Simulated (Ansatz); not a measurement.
The relaxed structure here is a generated cell of PbS: the first start was made by placing the elements on the sites of a structure type, and the end was not matched to a known phase here, so it may be hypothetical. Known forms of PbS include space group No. 225.

The end point of a relaxation of PbS. Space group I4₁/amd (No. 141), AFLOW prototype AB_tI8_141_a_b ("40", as in NbP). Method: PBEsol (plane waves to 420 eV, PAW, scalar-relativistic; Ansatz, an electronic-structure program).

```xyz
4
Lattice="-2.0549 2.0549 5.6931 2.0549 -2.0549 5.6931 2.0549 2.0549 -5.6931" Properties=species:S:1:pos:R:3 pbc="T T T"
Pb     0.0000     2.0549     2.8465
Pb     0.0000     0.0000     0.0000
S      0.0000     0.0000     5.6931
S      2.0549     0.0000     2.8465
```

### Question
What is the computed band gap (PBEsol)?

### Answer
No gap on the sampled points, where the bands overlap only slightly; such a result is sensitive to mesh and level.

No spin polarisation in the result. Without spin-orbit coupling the bands of the heavy element are not split, so the gap can be far off.

The run could not lower the symmetry of its start; a shaken copy of this end point relaxes with PBEsol to Fm-3m (No. 225), 0.32 eV/atom lower.
